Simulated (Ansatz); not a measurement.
Input file for Ansatz (an electronic-structure program):

Ansatz 0.2 input:
```yaml
crystal:
  lattice:
    - [3.1510173006, 0.0, 0.0]
    - [-1.5755086503, 2.7288610301, 0.0]
    - [0.0, 0.0, 5.0480065094]
  atoms:
    - { symbol: Mg, position: [0.3333333333, 0.6666666667, 0.75] }
    - { symbol: Mg, position: [0.6666666667, 0.3333333333, 0.25] }
kpoints:
  mp_grid: { grid: [31, 31, 17] }
hamiltonian:
  xc: pbe
  dispersion: d3bj
  pseudopotentials: { kind: paw }
scf:
  occupations: { method: fermi_dirac, width: 0.1 }
elastic: { mode: relaxed_ion, stencil: two_point, amplitude: 0.005, f_tol: 0.0005 }
```

Output (shortened):

```
Pseudopotential: Mg, paw, valence charge 10
Functional definition: PBE
Crystal: 2 atoms, lattice volume = 43.406 Å³
Basis set: ecut = 420 eV, 845 PW (Γ), exchange–correlation on 48×48×72 points (8 copies of the dense FFT grid, shifted against one another)
Bands: 14, of which v1, the nominal top of the filled ones, is band 10 counted from 1 (9 counted from 0)
Symmetry: 24 space group operations
Space group: P63/mmc (ITA 194), of the structure as read, at distance tolerance 3.5e-5 Å
k-points: 864 of 16337
SCF 1 converged in 9 iterations: F = -3848.200446 eV  dr2 = 3.22e-14
Crystal: 2 atoms, lattice volume = 43.189 Å³
Basis set: ecut = 420 eV, 837 PW (Γ), exchange–correlation on 48×48×72 points (8 copies of the dense FFT grid, shifted against one another)
Symmetry: 8 space group operations
k-points: 2304 of 16337
SCF 2 converged in 7 iterations: F = -3848.200408 eV  dr2 = 5.82e-15
relax step   1: F+E_penalty+E_count = -3848.20040815 eV  Δ(F+E_penalty+E_count) = +0.000e0 eV  max|allowed force component| = 5.175e-3 eV/Å  Δτ_max = 0.0000 Å  (7 SCF iters, accepted)
Crystal: 2 atoms, lattice volume = 43.189 Å³
SCF 3 converged in 6 iterations: F = -3848.200424 eV  dr2 = 1.52e-15
relax step   2: F+E_penalty+E_count = -3848.20042364 eV  Δ(F+E_penalty+E_count) = -1.549e-5 eV  max|allowed force component| = 1.013e-3 eV/Å  Δτ_max = 0.0025 Å  (6 SCF iters, accepted)
Crystal: 2 atoms, lattice volume = 43.189 Å³
SCF 4 converged in 5 iterations: F = -3848.200424 eV  dr2 = 3.21e-14
relax step   3: F+E_penalty+E_count = -3848.20042425 eV  Δ(F+E_penalty+E_count) = -6.133e-7 eV  max|allowed force component| = 6.650e-6 eV/Å  Δτ_max = 0.0006 Å  (5 SCF iters, accepted)
Crystal: 2 atoms, lattice volume = 43.189 Å³
SCF 5 converged in 8 iterations: F = -3848.200424 eV  dr2 = 2.43e-14
Crystal: 2 atoms, lattice volume = 43.623 Å³
SCF 6 converged in 7 iterations: F = -3848.199986 eV  dr2 = 5.22e-15
relax step   1: F+E_penalty+E_count = -3848.19998583 eV  Δ(F+E_penalty+E_count) = +0.000e0 eV  max|allowed force component| = 5.113e-3 eV/Å  Δτ_max = 0.0000 Å  (7 SCF iters, accepted)
Crystal: 2 atoms, lattice volume = 43.623 Å³
SCF 7 converged in 6 iterations: F = -3848.200002 eV  dr2 = 2.24e-15
relax step   2: F+E_penalty+E_count = -3848.20000169 eV  Δ(F+E_penalty+E_count) = -1.586e-5 eV  max|allowed force component| = 9.535e-5 eV/Å  Δτ_max = 0.0031 Å  (6 SCF iters, accepted)
Crystal: 2 atoms, lattice volume = 43.623 Å³
SCF 8 converged in 8 iterations: F = -3848.200002 eV  dr2 = 2.23e-14
Crystal: 2 atoms, lattice volume = 43.189 Å³
SCF 9 converged in 6 iterations: F = -3848.199449 eV  dr2 = 4.44e-15
Crystal: 2 atoms, lattice volume = 43.623 Å³
SCF 10 converged in 6 iterations: F = -3848.200907 eV  dr2 = 3.98e-16
Crystal: 2 atoms, lattice volume = 43.406 Å³
Symmetry: 4 space group operations
k-points: 4224 of 16337
SCF 11 converged in 8 iterations: F = -3848.200373 eV  dr2 = 8.99e-14
relax step   1: F+E_penalty+E_count = -3848.20037268 eV  Δ(F+E_penalty+E_count) = +0.000e0 eV  max|allowed force component| = 1.316e-4 eV/Å  Δτ_max = 0.0000 Å  (8 SCF iters, accepted)
Crystal: 2 atoms, lattice volume = 43.406 Å³
SCF 12 converged in 7 iterations: F = -3848.200373 eV  dr2 = 7.55e-14
Crystal: 2 atoms, lattice volume = 43.406 Å³
SCF 13 converged in 9 iterations: F = -3848.200373 eV  dr2 = 4.59e-14
relax step   1: F+E_penalty+E_count = -3848.20037268 eV  Δ(F+E_penalty+E_count) = +0.000e0 eV  max|allowed force component| = 1.316e-4 eV/Å  Δτ_max = 0.0000 Å  (9 SCF iters, accepted)
Crystal: 2 atoms, lattice volume = 43.406 Å³
SCF 14 converged in 9 iterations: F = -3848.200373 eV  dr2 = 8.55e-15
SCF converged after 9 iterations
Free energy (F): -3848.200446 eV
Harris-Foulkes:  -3848.200446 eV  (|F-HF|=4.55e-13)
Internal energy: -3848.174491 eV  (E = F + TS)
E sigma→0 (E₀):  -3848.187469 eV
Entropy (-TS):   -0.025955 eV (-12.978 meV/atom)
Fermi energy:    6.135834 eV
--- Per-component energies (eV) ---
  E_band       = -704.501700
  E_kinetic    = 150.437119
  E_local      = -3196.441398  (includes V_loc(G=0)·N_el)
  E_nonlocal   = 191.373736
  E_hartree    = 1139.954749
  E_xc         = -57.292084
  E_vxc        = -73.929607  (∫ρ·V_xc dr)
  E_paw        = -584.731808  (= ΣΔE_a)
  E_vpaw       = -55.851049  (= ΣTr[D̂ρ^β])
  E_aug_tail   = -0.000006  (compensation charges beyond the density's cutoff)
  E_ewald      = -1490.874944
  E_disp       = -0.599856  (pairwise vdW)
  E_smearing   = -0.025955  (= −TS)
  E_closure    = 0.000000  (closes the sum)
  Σ components = -3848.200446   (vs F -3848.200446, Δ=0.00e0)
--- Forces (eV/Å), atoms counted from 1 ---
  atom   1  Mg     0.00000000     0.00000000     0.00000000
  atom   2  Mg     0.00000000     0.00000000     0.00000000
  max |Σ_I F_I| component: 1.39e-17 eV/Å
--- Stress (GPa, compression-positive) ---
       -0.158856       0.000000       0.000000
        0.000000      -0.158856       0.000000
        0.000000       0.000000       0.535259
  P = ⅓ Tr σ = 0.0725 GPa (0.725 kbar)
--- Band table (eV; the first three rows and the last of 864) ---
  k-point 0: bands = ["-69.7929", "-69.7887", "-36.5676", "-36.5323", "-36.5323", "-36.5258", "-36.5258", "-36.5255", "-1.0523", "4.4283", "5.0124", "17.2379", "17.2379", "17.4427"]
  k-point 1: bands = ["-69.7928", "-69.7887", "-36.5672", "-36.5322", "-36.5322", "-36.5258", "-36.5258", "-36.5258", "-1.0317", "4.0167", "5.4589", "17.2537", "17.2537", "17.4556"]
  k-point 2: bands = ["-69.7927", "-69.7888", "-36.5662", "-36.5320", "-36.5320", "-36.5269", "-36.5260", "-36.5260", "-0.9700", "3.4401", "6.1402", "17.3006", "17.3006", "17.4939"]
  k-point 863: bands = ["-69.7882", "-69.7882", "-36.5583", "-36.5582", "-36.5492", "-36.5480", "-36.5333", "-36.5332", "6.0888", "6.2276", "6.7028", "6.9438", "7.8356", "7.8943"]
--- Elastic constants: 3 strain directions × 2 members + reference (group order 24) ---
  dense FFT box of the reference and of every strained cell: 24×24×36
  strains applied: 11, 33, 23; error gains …
  pairwise dispersion correction: d3bj (s6 = 1.0, s8 = 0.7875, a1 = 0.4289, a2_bohr = 4.4407), with the weights of each atom's references fixed at the …
  C = ∂σ_k/∂η_j (tension-positive GPa; Voigt order 11 22 33 23 13 12):
        68.909     27.883     21.630      0.000      0.000      0.000
        27.883     68.909     21.630      0.000      0.000      0.000
        22.340     22.340     79.238      0.000      0.000      0.000
         0.000      0.000      0.000     21.674      0.000      0.000
         0.000      0.000      0.000      0.000     21.674      0.000
         0.000      0.000      0.000      0.000      0.000     20.513
  reference stress σ⁰ (GPa):      0.159      0.159     -0.535      0.000      0.000      0.000
  moduli (Voigt/Reuss/Hill, GPa): K = 40.08/40.06/40.07   G = 22.45/22.16/22.31   E = 56.44   ν = 0.265
  mechanically stable: yes (min eigenvalue of sym C = 20.51 GPa)
  strain η (Voigt 11):  stress-route row diagonal C_11 = 68.91 GPa, energy-path curvature d²(F+E_count+ΔE)/dδ²/Ω₀ = 68.92 GPa
         δ    σ_11 (GPa)             F (eV)   n_scf  n_hpsi   n_pw
    -5.000e-3      -0.1944       -3848.2004243       8  659151    860   relax 3 steps, max|allowed force component| 6.65e-6 eV/Å
     5.000e-3       0.4947       -3848.2000017       8  656062    867   relax 2 steps, max|allowed force component| 9.54e-5 eV/Å
  strain η (Voigt 33):  stress-route row diagonal C_33 = 79.24 GPa, energy-path curvature d²(F+E_count+ΔE)/dδ²/Ω₀ = 79.23 GPa
         δ    σ_33 (GPa)             F (eV)   n_scf  n_hpsi   n_pw
    -5.000e-3      -0.9406       -3848.1994489       6  205441    860   relax 0 steps, max|allowed force component| 3.70e-17 eV/Å
     5.000e-3      -0.1482       -3848.2009073       6  208372    868   relax 0 steps, max|allowed force component| 3.47e-17 eV/Å
  strain η (Voigt 23):  stress-route row diagonal C_44 = 21.67 GPa, energy-path curvature d²(F+E_count+ΔE)/dδ²/Ω₀ = 21.77 GPa
         δ    σ_23 (GPa)             F (eV)   n_scf  n_hpsi   n_pw
    -5.000e-3      -0.1084       -3848.2003727       7  1163325    863   relax 1 steps, max|allowed force component| 1.32e-4 eV/Å
     5.000e-3       0.1084       -3848.2003727       9  1272306    863   relax 1 steps, max|allowed force component| 1.32e-4 eV/Å
```

Cost: about 13 core-minutes (a rough figure) on shared cores.

Space group P6_3/mmc (hcp (Mg type)). The cell was relaxed with PBE+D3(BJ) under the symmetry of its start. The pairwise dispersion correction was not fitted to metals. As this level gives no gap, shear constants depend on the k-mesh and smearing (Fermi–Dirac, 0.1 eV here). Axis ratios of metals converge slowly with the k-mesh, so a and c are less sure than the volume. On the denser mesh and wider smearing of the elastic run this cell carries a stress of 0.5 GPa.

Potentials: the later of the program's two PAW sets.

Ansatz is a plane-wave DFT program.
